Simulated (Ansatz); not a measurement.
## Bi: relaxation of cell and atoms

These are results of DFT, PBE, PAW with Ansatz's default frozen-core files, scalar-relativistic (Ansatz 0.2.0), not measurements.

Command: `ansatz run input.yaml --threads 1 --pin off --max-ram 2048MiB --backend cpu --events-out ev --progress --plain --runs-dir out` The run took 18 s on 1 thread of Intel(R) Xeon(R) 6975P-C (Granite Rapids), with other jobs on the host.

```yaml
crystal:
  lattice:
    - [2.3264222754, 1.343160527, 4.0403311668]
    - [-2.3264222754, 1.343160527, 4.0403311668]
    - [0.0, -2.686321054, 4.0403311668]
  atoms:
    - { symbol: Bi, position: [0.234, 0.234, 0.234] }
    - { symbol: Bi, position: [0.766, 0.766, 0.766] }
kpoints:
  mp_grid: { grid: [9, 9, 9] }
scf:
  occupations: { method: fermi_dirac, width: 0.05 }
hamiltonian:
  xc: pbe
  pseudopotentials: { kind: paw }
output:
  forces: true
  stress: true
  efg: { contact_densities: true }
  write_density: true
  write_potential: true
  elf: true
  volumetric_format: npy
relax:
  f_tol: 0.005
  max_steps: 80
  cell: {}
```

Spin–orbit coupling is left out, though it moves levels of the heavy atoms by tenths of an eV or more.

The geometry is COD entry 5000215, unchecked; take it as a test cell. It differs from other determinations. The listed cell was then made from it by scaling, straining or moving an atom.

The cutoff is 420 eV; energies and pressures of the walk include the program's estimate of the Pulay term.

Each frame lists the cell vectors (Å), then Cartesian positions (Å) and forces (eV/Å). Free energies count from the first step, -24793.1002 eV.

The walk took 5 evaluations in all; steps that aren't listed are left out.

Step 1: E = 0.0 meV, P = -1.25 GPa

```
cell 2.3264 1.3432 4.0403 -2.3264 1.3432 4.0403 0.0000 -2.6863 4.0403
Bi    0.0000    0.0000    2.8363     0.000   0.000  -0.115
Bi    0.0000    0.0000    9.2847     0.000   0.000   0.115
```

Step 2: E = -8.0 meV, P = 0.62 GPa

```
cell 2.2881 1.3210 4.0180 -2.2881 1.3210 4.0180 0.0000 -2.6420 4.0180
Bi    0.0000    0.0000    2.8083     0.000   0.000   0.129
Bi    0.0000    0.0000    9.2456     0.000   0.000  -0.129
```

Q: How does the relaxation end?

A: It converges, with a = 4.586 Å, b = 4.586 Å, c = 12.125 Å, α = 90.00°, β = 90.00°, γ = 120.00° (conventional cell, space group R-3m). The last solve (on a basis chosen afresh for the final cell, so its energy is not quite comparable) gives E = -10.2 meV, P = 0.01 GPa:
```
cell 2.2930 1.3239 4.0418 -2.2930 1.3239 4.0418 0.0000 -2.6477 4.0418
Bi    0.0000    0.0000    2.8344     0.000   0.000  -0.002
Bi    0.0000    0.0000    9.2908     0.000   0.000   0.002
```
